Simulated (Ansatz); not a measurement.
ZrGa2Cl8 (P4/mmm)

The calculation used Ansatz 0.2.0, DFT PBE, scalar-relativistic, plane waves, PAW.

Settings: cutoff 420 eV, Γ-centred mesh 6×6×6 on the computed 11-atom cell, Gaussian smearing of 0.10 eV; no spin polarisation.

The structure is relaxed at this level of theory with its symmetry kept, and needn't be the ground state of this composition.

Space group P4/mmm (No. 123). a = 6.439 Å, b = 6.439 Å, c = 6.314 Å, α = 90.00°, β = 90.00°, γ = 90.00°
```csv
atom,site,symmetry,x,y,z
Zr,1b,4/mmm,0.0000,0.0000,0.5000
Ga,2f,mmm.,0.5000,0.0000,0.0000
Cl,8r,..m,0.7606,0.2394,0.2563
```

Question: Formation energy from the elements' standard states (uncorrected)?

Answer: -1.018 eV/atom.

Question: Kohn–Sham band gap?

Answer: none (metal).

Question: Density of states at the Fermi level?

Answer: 3.8 states/eV per cell.

Question: Orbital (Löwdin) character within 0.5 eV of the Fermi level?

Answer: Cl 3p 52 %, Ga 4s 39 %.

The cell was found from a structure generator's guess, not taken from experiment. Löwdin shares on free-atom orbitals overweight diffuse shells.
